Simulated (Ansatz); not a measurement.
The relaxed structure here is a generated cell of Ta: the first start was made by placing the elements on the sites of a structure type, and the end was not matched to a known phase here, so it may be hypothetical. Known forms of Ta include space group No. 229.

A relaxed cell of Ta (P6/mmm (No. 191)), relaxed on a k-mesh at least as fine as the one used below. Method: r2SCAN (plane waves to 500 eV, PAW, scalar-relativistic; Ansatz, a quantum-chemistry and plane-wave program). Γ-centred k-mesh 13×13×6 on the run's cell (coarser than for final values), Fermi–Dirac smearing 0.05 eV.

```
CELL_PARAMETERS angstrom
      2.87571     0.00000     0.00000
     -1.43786     2.49044     0.00000
      0.00000     0.00000     5.43487
ATOMIC_POSITIONS crystal
  Ta 0.00000 0.00000 0.00000
  Ta 0.00000 0.00000 0.50000
```

The atoms are displaced along an unstable phonon of this cell by (Å):

| atom | ux | uy | uz |
|---|---|---|---|
| Ta1 | 0.000 | 0.150 | 0.000 |
| Ta2 | 0.000 | -0.150 | 0.000 |

Q: What forces (eV/Å) and pressure result?

A: 
```
atom    Fx     Fy    Fz
----  ----  -----  ----
Ta1   0.00   0.51  0.00
Ta2   0.00  -0.51  0.00
```

Pressure -1.1 GPa.

Q: Estimate the energy cost of the displacement in the harmonic approximation and compare with the calculation.

A: For a harmonic well ΔE = −½ Σ F·u = -0.076 eV a cell, or -38 meV/atom. The calculated energy relative to the undisplaced cell is -0.04 eV/atom, so the harmonic estimate holds well.

The undisplaced cell is probably no minimum: from this displacement the run went on to Cmcm (No. 63), 0.49 eV/atom below it.

No spin polarisation in the result.
